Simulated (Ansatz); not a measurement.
Sr (fcc (Cu type)), relaxed and computed with several functionals in Ansatz (plane waves, PAW).

```json
[
 {"functional": "PBE+D3(BJ)", "a (Å)": "5.929"},
 {"functional": "r²SCAN", "a (Å)": "6.099"},
 {"functional": "PBE", "a (Å)": "6.027"},
 {"functional": "LDA", "a (Å)": "5.783"},
 {"functional": "PBEsol", "a (Å)": "?"},
 {"functional": "r²SCAN+D4", "a (Å)": "6.080"}
]
```

### Question
Some entries are withheld; supply them.

### Answer

- PBEsol, a (Å): 5.919

All cells were relaxed under the symmetry of their starts (and spin orders); stability against distortions was not tested throughout. Scalar-relativistic: spin–orbit coupling is off unless named, which matters more the heavier the elements.

Potentials: the later of the program's two PAW sets.

Ansatz (a program for electronic structure) is a plane-wave DFT program.
